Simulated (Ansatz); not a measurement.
V₂SiN in space group P6_3/mmc (No. 194; V on 4f, Si on 2d, N on 2a) at seven volumes, PBE in the plane-wave PAW code Ansatz, shape and atoms relaxed at each. One row is withheld.

| V (Å³/atom) | P (GPa) |
|---|---|
| 10.205 | 23.11 |
| 10.541 | 14.20 |
| 10.878 | 6.67 |
| 11.214 | 0.00 |
| 11.551 | -5.70 |
| 11.887 | ? |
| 12.223 | -14.53 |

Fit the shown pressures and predict the withheld one.

P = (3/2)B₀(x^(7/2) − x^(5/2))[1 + (3/4)(B′ − 4)(x − 1)] with x = (V₀/V)^(2/3). Least squares on the six rows gives V₀ = 11.215 Å³/atom, B₀ = 202 GPa, B′ = 4.10. At V = 11.887, x = 0.9619 and P = -10.43 GPa. The run itself gave -10.47 GPa.

The start of the workflow was typed in or built on a structure type; neither database checked (COD, Materials Project) lists it. Its standing as an ambient phase is unchecked. The cell was relaxed with PBE under the symmetry of its start; its stability against distortions is not shown here. The workflow began spin-polarised and lost its moments.

Potentials: the earlier of the program's two PAW sets.
